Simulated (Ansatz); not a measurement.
BaTiO3:
```
CELL_PARAMETERS angstrom
      2.84031     1.63986     2.33133
     -2.84031     1.63986     2.33133
      0.00000    -3.27971     2.33133
ATOMIC_POSITIONS crystal
  Ba 0.00124 0.00124 0.00124
  Ti 0.51468 0.51468 0.51468
  O  0.48825 0.97868 0.48825
  O  0.48825 0.48825 0.97868
  O  0.97868 0.48825 0.48825
```

r²SCAN in the plane-wave PAW code Ansatz gives a gap of 2.87 eV without spin–orbit coupling, maximum at T, minimum off the standard path, at k = (-0.052, 0.010, 0.010).

Task: What happens when spin–orbit coupling is switched on?

Result: The gap drops by 0.01 eV, to 2.86 eV; maximum at T, minimum at Γ.

Task: Give the electron effective mass with spin–orbit coupling.

Result: 0.98, 1.8, 1.8 mₑ (principal values).

Space group R3m. This is a known low-temperature phase of the composition, computed here at zero pressure and temperature. The r²SCAN relaxation kept the symmetry of its start; of distortions, only those at the zone centre were tested. No spin polarisation was allowed.

Potentials: the earlier of the program's two PAW sets.
